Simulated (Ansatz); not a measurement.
NiSi$_{2}$ (fluorite type, space group Fm-3m)

```
CELL_PARAMETERS angstrom
      0.00000     2.69483     2.69483
      2.69483     0.00000     2.69483
      2.69483     2.69483     0.00000
ATOMIC_POSITIONS crystal
  Ni 0.00000 0.00000 0.00000
  Si 0.25000 0.25000 0.25000
  Si 0.75000 0.75000 0.75000
```

E(V) scan at fixed shape, V₀ the volume above. Symmetry pins the atoms to their sites.

Level of theory: r2SCAN (plane waves to 500 eV, PAW, scalar-relativistic; Ansatz, a program for electronic structure). k mesh 15×15×15 (Γ-centred), Fermi-Dirac smearing 0.05 eV. The energy includes the smearing's −TS. Compression counts positive. NiSi2 is run without spin polarisation. NiSi2 was relaxed with its symmetry unable to fall. The PAW data are Ansatz's earlier set. The zero of ΔE is the relaxed starting cell. The last digit holds for this mesh only.

| V (Å³/atom) | ΔE (meV/atom) |
|---|---|
| 12.264 | 26.5 |
| 12.460 | 14.5 |
| 12.655 | withheld |
| 12.851 | 1.5 |
| 13.047 | 0.0 |
| 13.243 | 1.4 |
| 13.438 | 5.6 |
| 13.634 | 12.4 |
| 13.830 | 21.5 |

Q: Fit a third-order Birch-Murnaghan form (E₀, V₀, B₀, B₀′ free) to the given rows and predict ΔE at V = 12.655.

A: Least squares on the 8 given rows: ΔE = E₀ + (9V₀B₀/16)·y²·[2 + (B₀′ − 4)y], y = (V₀/V)^(2/3) − 1, with V₀ = 13.047 Å³/atom, B₀ = 162.5 GPa (160.2 GPa = 1 eV/Å³; the term in eV is multiplied by 1000), B₀′ = 4.14, E₀ = -0.03 meV/atom; root-mean-square residual 0.03 meV/atom. At 12.655 the fit gives 6.3 meV/atom; the calculation gives 6.3 meV/atom, the same to the digits shown. For the pressure the fit gives 5.3 GPa against the computed 5.3 GPa.

(A scan under strain: stresses follow from slopes of the energy per volume, elastic moduli from its curvatures.)
